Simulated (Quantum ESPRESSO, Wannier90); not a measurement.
# Tight-binding from DFT: TePb2Se (R-3m)

```
begin unit_cell_cart
ang
   -2.2471001365    3.8920916061    0.0000000000
   -4.4942002729    0.0000000000    0.0000000000
   -2.2471001365    1.2973638687    7.3349970000
end unit_cell_cart
begin atoms_frac
Te   0.5000000000  0.5000000000  0.5000000000
Pb   0.2553040000  0.2553040000  0.2340880000
Pb  -0.2553040000 -0.2553040000 -0.2340880000
Se   0.0000000000  0.0000000000  0.0000000000
end atoms_frac
```

Cell from Materials Project (mp-1217291), symmetrised, no further relaxation. Not found in the COD (Crystallography Open Database) copy used; not checked further. Level: PBEsol, spinors with spin-orbit coupling; pw.x of Quantum ESPRESSO at 69 Ry with PseudoDojo potentials, 4×4×4 k-points, Wannier90. Density: 8×8×8 mesh, cold smearing 0.01 Ry. With spin-orbit coupling a semilocal functional can close or falsely invert a small gap; the band order was not checked against a better method. The gap is small at this level and was sampled on the meshes and a path alone.

A tight-binding model is made by disentanglement and projection with no localisation steps (num_iter = 0), so the 32 orbitals stay atom-like: hydrogen-like Te: s;p; Pb: s;p; Se: s;p, axes along x, y, z; frozen window up to 1.55 eV relative to the valence-band maximum. It follows pw.x to 8.5 meV rms for states up to 1.1 eV relative to the valence-band maximum. Matrix elements depend on this choice of orbitals and windows.

The 20 largest hoppings ⟨m,0|H|n,R⟩ between different sites (one of each Hermitian pair; signs follow the real orbitals' lobes; the list may end inside a set of equal values):

```json
[
 {"m": "Pb2 py↑", "n": "Se4 py↑", "R": "1 0 0", "distance of the centres (Å)": "3.11", "t (eV)": "1.098", "Im t (eV)": "0.000"},
 {"m": "Pb2 py↓", "n": "Se4 py↓", "R": "1 0 0", "distance of the centres (Å)": "3.11", "t (eV)": "1.098", "Im t (eV)": "0.000"},
 {"m": "Se4 py↑", "n": "Pb3 py↑", "R": "1 0 0", "distance of the centres (Å)": "3.11", "t (eV)": "1.098", "Im t (eV)": "0.000"},
 {"m": "Se4 py↓", "n": "Pb3 py↓", "R": "1 0 0", "distance of the centres (Å)": "3.11", "t (eV)": "1.098", "Im t (eV)": "0.000"},
 {"m": "Te1 py↑", "n": "Pb3 pz↑", "R": "0 1 1", "distance of the centres (Å)": "3.24", "t (eV)": "-1.091", "Im t (eV)": "0.000"},
 {"m": "Te1 py↓", "n": "Pb3 pz↓", "R": "0 1 1", "distance of the centres (Å)": "3.24", "t (eV)": "-1.091", "Im t (eV)": "0.000"},
 {"m": "Te1 py↑", "n": "Pb2 pz↑", "R": "1 0 0", "distance of the centres (Å)": "3.24", "t (eV)": "-1.091", "Im t (eV)": "0.000"},
 {"m": "Te1 py↓", "n": "Pb2 pz↓", "R": "1 0 0", "distance of the centres (Å)": "3.24", "t (eV)": "-1.091", "Im t (eV)": "0.000"},
 {"m": "Te1 pz↑", "n": "Pb3 py↑", "R": "0 1 1", "distance of the centres (Å)": "3.24", "t (eV)": "-1.082", "Im t (eV)": "0.000"},
 {"m": "Te1 pz↓", "n": "Pb3 py↓", "R": "0 1 1", "distance of the centres (Å)": "3.24", "t (eV)": "-1.082", "Im t (eV)": "0.000"},
 {"m": "Te1 pz↑", "n": "Pb2 py↑", "R": "1 0 0", "distance of the centres (Å)": "3.24", "t (eV)": "-1.082", "Im t (eV)": "0.000"},
 {"m": "Te1 pz↓", "n": "Pb2 py↓", "R": "1 0 0", "distance of the centres (Å)": "3.24", "t (eV)": "-1.082", "Im t (eV)": "0.000"},
 {"m": "Te1 py↑", "n": "Pb3 py↑", "R": "0 1 1", "distance of the centres (Å)": "3.24", "t (eV)": "1.045", "Im t (eV)": "0.000"},
 {"m": "Te1 py↓", "n": "Pb3 py↓", "R": "0 1 1", "distance of the centres (Å)": "3.24", "t (eV)": "1.045", "Im t (eV)": "0.000"},
 {"m": "Te1 py↑", "n": "Pb2 py↑", "R": "1 0 0", "distance of the centres (Å)": "3.24", "t (eV)": "1.045", "Im t (eV)": "0.000"},
 {"m": "Te1 py↓", "n": "Pb2 py↓", "R": "1 0 0", "distance of the centres (Å)": "3.24", "t (eV)": "1.045", "Im t (eV)": "0.000"},
 {"m": "Pb2 py↑", "n": "Se4 pz↑", "R": "1 0 0", "distance of the centres (Å)": "3.11", "t (eV)": "-1.016", "Im t (eV)": "0.000"},
 {"m": "Pb2 py↓", "n": "Se4 pz↓", "R": "1 0 0", "distance of the centres (Å)": "3.11", "t (eV)": "-1.016", "Im t (eV)": "0.000"},
 {"m": "Se4 pz↑", "n": "Pb3 py↑", "R": "1 0 0", "distance of the centres (Å)": "3.11", "t (eV)": "-1.016", "Im t (eV)": "0.000"},
 {"m": "Se4 pz↓", "n": "Pb3 py↓", "R": "1 0 0", "distance of the centres (Å)": "3.11", "t (eV)": "-1.016", "Im t (eV)": "0.000"}
]
```
